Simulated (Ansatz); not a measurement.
# LuB3H12, one structure, two calculations

Cell: a computed structure from the Materials Project (it need not be an observed phase), taken as it stands.

Space group Fm-3c (No. 226); a = 10.7657 Å.

| site | Wyckoff | site symmetry | x | y | z |
| --- | --- | --- | --- | --- | --- |
| Lu | 8b | m-3. | 0.0000 | 0.5000 | 0.5000 |
| B | 24c | -4m.2 | 0.0000 | 0.5000 | 0.7500 |
| H | 96i | m.. | 0.0000 | 0.4047 | 0.3129 |

One atom of each set is listed; the run and its k-mesh use a cell of 32 atoms with edges of 7.61, 7.61, 7.61 Å.

First run. Level of theory: DFT, PBE, plane waves and PAW, scalar-relativistic, 420 eV cutoff, Γ-centred 5×5×5 k-points, Fermi–Dirac smearing 0.02 eV (Ansatz 0.2.0).

```tsv
site	V_zz (10²¹ V/m²)	η
B	0.038	0.00
H	1.66	0.23
```

Second run. The same atoms and settings, except that the functional is r2SCAN and the cutoff is 500 eV.

(1) Given the first result, estimate the second.

## Answers

(1) 

| site | V_zz | η | change of V_zz |
| --- | --- | --- | --- |
| B | <0.005 | – | -0.04 |
| H | 1.66 | 0.23 | 0.00 |

The largest change of V_zz is on B, from 0.038 to <0.005. Sites without a gradient aren't listed.

The lattice is static: at room temperature BH₄ may turn and average the couplings of its hydrogen.
